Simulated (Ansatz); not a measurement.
La₂Sb:
```cif
data_La8Sb4
_chemical_formula_sum 'Sb4 La8'
_space_group_name_H-M_alt 'I4/mmm'
_space_group_IT_number 139
_space_group_name_Hall '-I 4 2'
_cell_length_a 4.65214
_cell_length_b 4.65214
_cell_length_c 18.31123
_cell_angle_alpha 90.000
_cell_angle_beta 90.000
_cell_angle_gamma 90.000
loop_
_atom_site_label
_atom_site_type_symbol
_atom_site_symmetry_multiplicity
_atom_site_Wyckoff_symbol
_atom_site_fract_x
_atom_site_fract_y
_atom_site_fract_z
_atom_site_occupancy
Sb1 Sb 4 e 0.00000 0.00000 0.13813 1
La1 La 4 c 0.00000 0.50000 0.00000 1
La2 La 4 e 0.00000 0.00000 0.32091 1
```
(The calculation used a cell of 6 atoms; values per cell refer to that cell.)

Relaxed with r²SCAN.

Task: Which orbitals make up the states near the Fermi level in plane-wave PAW r²SCAN (Ansatz code)?

Result: Within 0.5 eV of the Fermi level: La 5d 82 %, La 4f 7 %. Projections are on Löwdin-orthogonalised atomic valence shells; empty p or d shells of many metals are not among them.

Task: Tabulate the density of states.

Result: States/eV per cell of 6 atoms, in 0.25 eV bins, energy from the Fermi level.

```tsv
E (eV)	total	La 5d	La 4f	Sb 5p
-7.85	0.00	0.00	0.00	0.00
-7.60	0.00	0.00	0.00	0.00
-7.35	0.00	0.00	0.00	0.00
-7.10	0.00	0.00	0.00	0.00
-6.85	0.00	0.00	0.00	0.00
-6.60	0.00	0.00	0.00	0.00
-6.35	0.00	0.00	0.00	0.00
-6.10	0.00	0.00	0.00	0.00
-5.85	0.00	0.00	0.00	0.00
-5.60	0.00	0.00	0.00	0.00
-5.35	0.00	0.00	0.00	0.00
-5.10	0.00	0.00	0.00	0.00
-4.85	0.00	0.00	0.00	0.00
-4.60	0.00	0.00	0.00	0.00
-4.35	0.00	0.00	0.00	0.00
-4.10	0.00	0.00	0.00	0.00
-3.85	0.26	0.07	0.00	0.12
-3.60	2.42	0.68	0.02	1.14
-3.35	5.66	1.53	0.05	2.82
-3.10	5.03	1.47	0.06	2.62
-2.85	4.91	1.60	0.07	2.66
-2.60	6.64	2.15	0.13	3.73
-2.35	8.53	2.92	0.19	4.83
-2.10	10.00	2.88	0.27	6.24
-1.85	3.53	1.08	0.14	2.07
-1.60	1.92	0.66	0.09	0.97
-1.35	1.49	0.76	0.08	0.47
-1.10	1.74	1.27	0.07	0.20
-0.85	2.05	1.67	0.10	0.09
-0.60	2.97	2.48	0.16	0.10
-0.35	6.98	5.68	0.36	0.26
-0.10	8.84	7.38	0.51	0.24
0.15	5.34	4.40	0.44	0.10
0.40	4.71	3.71	0.55	0.11
0.65	5.38	3.73	1.01	0.22
0.90	4.76	2.92	1.25	0.18
1.15	7.15	3.92	2.58	0.15
1.40	12.32	4.47	6.84	0.18
1.65	22.76	3.54	18.11	0.15
```

The workflow started from an entry of the Crystallography Open Database (COD). Its standing as an ambient phase is unchecked. Symmetry was held in the r²SCAN relaxation; whether a distortion lowers the energy is not shown. Spin–orbit coupling is left out wherever it is not named.

Potentials: the later of the program's two PAW sets.
